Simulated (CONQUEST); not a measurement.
A self-consistent single point of BaTiO3 (P4mm, 5 atoms in the cell; from Materials Project mp-5986, changed as shown) with CONQUEST.

Computed with PBE, numerical atomic orbitals double-zeta with polarisation (the shipped basis), PseudoDojo norm-conserving potentials made for PBE (CONQUEST).

The change in words: lattice vector c scaled by 1.01. Reference geometry (P4mm):
```
BaTiO3
1.0
    3.99038     0.00000     0.00000
    0.00000     3.99038     0.00000
    0.00000     0.00000     4.10266
Ba Ti O
1 1 3
Direct
  0.50000   0.50000   0.58254
  0.00000   0.00000   0.10004
  0.00000   0.50000   0.06422
  0.50000   0.00000   0.06422
  0.00000   0.00000   0.54897
```

Reference input (self-consistent single point, DFT, PBE, numerical atomic orbitals double-zeta with polarisation (the shipped basis), PseudoDojo norm-conserving potentials made for PBE): basis = DZP; Diag.MPMeshX, Y, Z = 6 6 6; potentials = PseudoDojo norm-conserving PBE; Grid.GridCutoff = 140 Ha; DM.SolutionMethod = diagon; Diag.kT = 0.000735 Ha; Diag.GammaCentred = true; minE.SCTolerance = 1.0e-06; SC.MaxIters = 100; SC.LinearMixingFactor = 0.5; SC.KerkerPreCondition = true; SC.KerkerFactor = 0.1 1/bohr. This run's input differs from it in these lines:

```diff
@@ -33,3 +33,3 @@
      0.000000000      7.540725333      0.000000000
-     0.000000000      0.000000000      7.752903782
+     0.000000000      0.000000000      7.830433576
 5
```

Output, abridged:

```
    new_SC_potl: Starting.  Tolerance:  0.10000E-05

    PulayMixSC: Starting Pulay mixing, A_up =  0.500 A_dn =  0.500
    PulayMixSC: Spin non-polarised calculation.
    PulayMixSC: with Kerker preconditioning, q0 =  0.100
          Harris-Foulkes Energy            :      -137.551638868077646 Ha
          (TS=0 as O(N) or entropic contribution is negligible)
          DFT Total Energy                 :      -136.853866932540654 Ha
          Total number of electrons        :        39.999999999998892
    PulayMixSC: Pulay iteration     1 residual:              0.94441E-02
   [... lines left out ...]
          (TS=0 as O(N) or entropic contribution is negligible)
          DFT Total Energy                 :      -137.351219018907443 Ha
          Total number of electrons        :        40.000022505022663
    PulayMixSC: Pulay iteration     9 residual:              0.38386E-05
          Harris-Foulkes Energy            :      -137.351219071278507 Ha
          (TS=0 as O(N) or entropic contribution is negligible)
          DFT Total Energy                 :      -137.351219070263880 Ha
          Total number of electrons        :        40.000022486470669
    PulayMixSC: Pulay iteration    10 residual:              0.71693E-06
    PulayMixSC: Reached SCF tolerance of  0.71693E-06 after     10 iterations
      | Number of electrons      =        40.000022
      |* band energy as 2Tr[K.H] =       -34.887409099466815 Ha
      |  screened ion-ion energy =      -103.118111931199167 Ha
      |  Ha correction           =        -0.408626479154278 Ha
      |  XC correction           =         1.062904051901315 Ha
      |* Harris-Foulkes energy   =      -137.351219071278507 Ha
      |* DFT total energy        =      -137.351219070263880 Ha
      |  estimated accuracy      =        -0.000000001014627 Ha

    force: Forces on atoms (Ha/a0)
    force:  Atom   X              Y              Z
    force:     1   0.0000000000   0.0000000000  -0.0002218730
    force:     2  -0.0000000000   0.0000000000   0.0041190379
   [... lines left out ...]
    force: Maximum force :        0.00411904(Ha/a0) on atom         2 in z direction
   [... lines left out ...]
    force: Force Residual:        0.00216991 Ha/a0
    force: Total stress:         -2.42338483     0.00000000     0.00000000 GPa
                             0.00000000    -2.42338483     0.00000000
                             0.00000000     0.00000000    -0.58885404
    force: Average pressure:      1.81187457 GPa

    force: Finished force
    get_E_and_F: Change in energy during last step of electronic optimisation:  0.72414E-08
```

The run converged in 10 iterations. CONQUEST prints the stress tensor with tension positive. Against the reference run the free energy falls by 1.8 meV/atom, the pressure goes from 3.51 to 1.81 GPa, the largest force goes from 0.142 to 0.212 eV/Å and the gap on the mesh goes from 1.688 to 1.664 eV.

The program uses no crystal symmetry, so grid and mesh can part values that symmetry would make equal. The atom-centred basis is finite, which shifts total energies, pressures, gaps and forces against plane waves. The structure comes from a collection of computed structures, made at another level of theory; the collection holds predicted forms beside known ones.

Cost on one core: roughly 3 core-minutes.
